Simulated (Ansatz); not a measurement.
A: PbTe (rock salt), a = 6.5347 Å, b = 6.5347 Å, c = 6.5347 Å, α = 90.00°, β = 90.00°, γ = 90.00°
B: HfN (rock salt), a = b = c = 4.525 Å, α = β = γ = 90.00°
C: Ge (diamond), a = b = c = 5.674 Å, α = β = γ = 90.00°
D: BeTe (zinc blende), a = b = c = 5.6569 Å, α = β = γ = 90.00°

Scan: energy against volume (even scaling of the relaxed cell, symmetry kept). All come from one method, each on a k mesh of its own. All were relaxed with their symmetry unable to fall. HfN is run without spin polarisation. Spin-orbit coupling is left out.

**Question.** Put the candidates in order of bulk modulus (fitted), highest first, for r2SCAN (plane waves to 500 eV, PAW, scalar-relativistic; Ansatz, a first-principles code).

**Answer.** B (281 GPa), C (70.6 GPa), D (59.3 GPa), A (42.1 GPa)

(Under strain, the slope of the energy per volume gives the stress and its curvature an elastic modulus.)
